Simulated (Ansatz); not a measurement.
**Property card for TiNb**

TiNb:
```
CELL_PARAMETERS angstrom
      1.63242    -2.30169     0.00000
      1.63242     2.30169     0.00000
      0.00000     0.00000     4.65792
ATOMIC_POSITIONS crystal
  Ti 0.50000 0.50000 0.50000
  Nb 0.00000 0.00000 0.00000
```

Space group Cmmm (No. 65); conventional cell a = 3.2648 Å, b = 4.6034 Å, c = 4.6579 Å, α = β = γ = 90.00°.

Method: r²SCAN in the plane-wave PAW code Ansatz. Geometry: relaxed at this level of theory. Other levels are named where they apply.

**Cell and energy**

| Item | Result |
|---|---|
| Volume per atom | 17.50 Å³ |
| Density | 6.68 g/cm³ |
| Formation energy from the elements (no fitted shifts) | 0.055 eV/atom |

**Electronic structure**

| Item | Result |
|---|---|
| Electronic character | metallic (no gap) |
| Density of states at the Fermi level | 1.6 states/eV per atom (mean over ±0.08 eV) |
| Gap with spin–orbit coupling | none (metallic) |

**Mechanics**

| Property | Result |
|---|---|
| Bulk modulus (Birch–Murnaghan fit) | 142 GPa |
| Pressure derivative B′ | 3.4 |
| Elastic constants (relaxed ions, GPa) | C11 = 186, C22 = 208, C33 = 184, C12 = 123, C13 = 115, C23 = 114, C44 = 35.8, C55 = 32.0, C66 = 49.4 |
| Mechanical stability | stable (all eigenvalues of C positive) |
| Hill bulk and shear moduli | 142 and 38.0 GPa |
| Young's modulus | 105 GPa |
| Poisson's ratio | 0.38 |
| Debye temperature from the elastic constants | 309 K |

**Phonons**

| Property | Value |
|---|---|
| Highest zone-centre frequency | 21.4 meV |
| Zone-centre stability | no imaginary mode at Γ |

**Charges**

| Item | Value |
|---|---|
| Bader charges | Ti +0.65, Nb -0.65 e |

The workflow started from a Materials Project entry (that database holds measured and hypothetical structures alike); the Crystallography Open Database copy checked does not list it. With Ti and Nb taken as one species the cell has the higher symmetry Im-3m, so it may be an ordered model of a mixed-site phase. Its standing as an ambient phase is unchecked. The r²SCAN relaxation kept the symmetry of its start. The run is not spin-polarised. As this level gives no gap, shear constants depend on the k-mesh and smearing (Fermi–Dirac, 0.1 eV here). As this level gives no gap, phonon frequencies hold no LO–TO term and depend on the k-mesh and smearing (Fermi–Dirac, 0.1 eV here). Axis ratios of metals converge slowly with the k-mesh, so a and c are less sure than the volume. On the denser mesh and wider smearing of the elastic run this cell carries a stress of 0.4 GPa. The references are the lowest solids computed at this level, not always the standard phases. Scalar-relativistic: spin–orbit coupling is off unless named, which matters more the heavier the elements.

Potentials: the later of the program's two PAW sets.
